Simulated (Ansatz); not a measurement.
### Question
MoPt (CsCl type, space group No. 221) is relaxed with the program Ansatz at the PBE level (PAW). What lattice parameters of the conventional cell result?

### Answer
a = 3.176 Å.

Space group Pm-3m (CsCl type). The start of the workflow was typed in or built on a structure type; neither database checked (COD, Materials Project) lists it. Its standing as an ambient phase is unchecked. Symmetry was held in the PBE relaxation; its stability against distortions is not shown here. No spin polarisation was allowed. Its formation energy is positive at this level, so the cell may be metastable or incomplete. Spin–orbit coupling is left out wherever it is not named.

Potentials: the later of the program's two PAW sets.
